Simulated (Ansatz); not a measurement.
# Structure relaxation, Sr

The start is a generated cell, Sr placed in the AFLOW prototype A_hP3_152_a (A8, as in Se). A full variable-cell relaxation at zero pressure is run with r2SCAN (plane waves to 500 eV, PAW, scalar-relativistic; Ansatz, a first-principles code). The first steps use a coarse 7×7×5 k-mesh.

Starting cell:
```
Sr
1.0
    5.55659     0.00000     0.00000
   -2.77829     4.81215     0.00000
    0.00000     0.00000     6.30413
Sr
3
Direct
  0.22540   0.00000   0.83333
  0.00000   0.22540   0.16667
  0.77460   0.77460   0.50000
```

**Question.** Which atoms feel the largest initial force, and how large is it?

**Answer.** 2.48 eV/Å, on Sr1, Sr2, Sr3 (atoms numbered as listed).

**Question.** How does the volume change?

**Answer.** -0.6 %, from 56.19 to 55.83 Å³/atom.

**Question.** What band gap does the relaxed structure have at this level?

**Answer.** No gap (metallic).

**Question.** Give the final cell and atomic positions.

**Answer.** 
```cif
data_Sr2
_chemical_formula_sum 'Sr2'
_space_group_name_H-M_alt 'Im-3m'
_space_group_IT_number 229
_space_group_name_Hall '-I 4 2 3'
_cell_length_a 4.81552
_cell_length_b 4.81552
_cell_length_c 4.81552
_cell_angle_alpha 90.000
_cell_angle_beta 90.000
_cell_angle_gamma 90.000
loop_
_atom_site_label
_atom_site_type_symbol
_atom_site_symmetry_multiplicity
_atom_site_Wyckoff_symbol
_atom_site_fract_x
_atom_site_fract_y
_atom_site_fract_z
_atom_site_occupancy
Sr1 Sr 2 a 0.00000 0.00000 0.00000 1
```
(The calculation used a cell of 1 atom; values per cell refer to that cell.)

Final values are on a 14×14×14 k-mesh of the relaxed cell. No spin polarisation in the result.

The run could not lose the symmetry of its start.

The relaxed structure has the type that Sr is known to take under pressure; here it was relaxed at zero pressure, from a generated start.
